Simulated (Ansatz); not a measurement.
An element in the fcc structure gives these cold pressures by all-electron LAPW under PBEsol (Ansatz 0.2.0, scalar-relativistic, no spin polarisation).

```tsv
V (Å³/atom)	P (GPa)
14.56	-0.05
13.83	11.97
12.38	51.2
10.92	126.0
9.47	271.8
8.01	570.2
6.55	1229
5.82	1852
```

Which element is it?

Pd. Its zero-pressure volume in this structure is near 14.6 Å³/atom; the volume and the steepness of P(V) together point to it, though neighbours can come close. This is the case that was computed; others weren't tested.
